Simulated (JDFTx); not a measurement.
System: Au(110) (Fm-3m bulk; lattice of mp-81, not re-optimised at this level), 1x1 cell of 8 atoms in 8 planes, area 12.30 Å² a face, 10.1 Å between the outermost planes in a cell 26.3 Å high; k mesh 8×6×1, Fermi width 0.01 Ha, no spin polarisation.

All numbers are PBE, GBRV ultrasoft potentials, plane waves to 20/100 Ha results from JDFTx (a modified build), not measurements. Liquid: CANDLE, water, 0.5 M NaCl. The neutral cell holds 88 valence electrons and has two faces of 12.303 Å² each. Last filling lines of the neutral and of a charged run (μ in hartree, zero in the bulk liquid):

```
FillingsUpdate:  mu: -0.172516448  nElectrons: 88.000000
FillingsUpdate:  mu: -0.196960610  nElectrons: 87.877100
```

Working it through: both potentials, by the convention U = −μ/e − 4.44 V vs SHE, the surface charge density and the mean capacitance.

U_pzc = 0.17252 × 27.2114 − 4.44 = 0.25 V; U = 0.19696 × 27.2114 − 4.44 = 0.92 V. The cell has -0.1229 excess electrons, a net charge of 0.1229 e, shared by two faces: σ = 0.1229 e / (2 × 12.303 Å²) = 0.00499 e/Å² = 8.0 μC/cm² (1 e/Å² = 1602.18 μC/cm²). C = σ/(U − U_pzc) = 8.0/0.67 ≈ 12 μF/cm².
